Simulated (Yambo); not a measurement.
A G0W0@PBEsol run in Yambo for Sr2MoZnO6 (space group Fm-3m, No. 225) (2×2×2 Γ-centred k mesh, bands 6 to 209 and a 7 Ry block in the screening, 209 bands in G with the Bruneval-Gonze terminator, plasmon pole fitted at 27.2 eV) gives these matrix elements, in eV, at the band edges (L → X):

```csv
state,E0,<Vxc>,<Σx>,<Σc(E0)>,Z
valence edge,0.000,-23.478,-28.986,4.757,0.776
conduction edge,2.042,-18.125,-12.785,-3.988,0.795
```

Question: Solve the linearised quasiparticle equation for both states, give the gap, and say how exchange and correlation each act on it.

Answer: E = E0 + Z(Σx + Σc − Vxc). Valence: 0.000 + 0.776 × (-28.986 + (4.757) − (-23.478)) = -0.58 eV. Conduction: 2.042 + 0.795 × (-12.785 + (-3.988) − (-18.125)) = 3.12 eV. The gap is 3.70 eV, against 2.04 eV in PBEsol. Replacing Vxc by bare exchange alone would open it by 10.85 eV; correlation takes back 8.75 eV of that, and Z scales what is left. Nearest settings tried, and what they do to the gap: 168 bands in W, 168 bands in G: +54 meV; 6 Ry block (259 vectors against 307): -5 meV; 4×4×4 mesh: -4 meV. So the settings aren't converged at that level. Oxides, nitrides and fluorides with a shallow 3d shell are known to need far more bands and larger blocks. The k mesh is coarse. Among the k points computed, the smallest G0W0 gap is 3.59 eV, X → X. Spin-orbit splittings are left out.

Geometry of the Materials Project entry, not relaxed at this level; primitive cell a = b = c = 5.690 Å, α = β = γ = 60.00°.
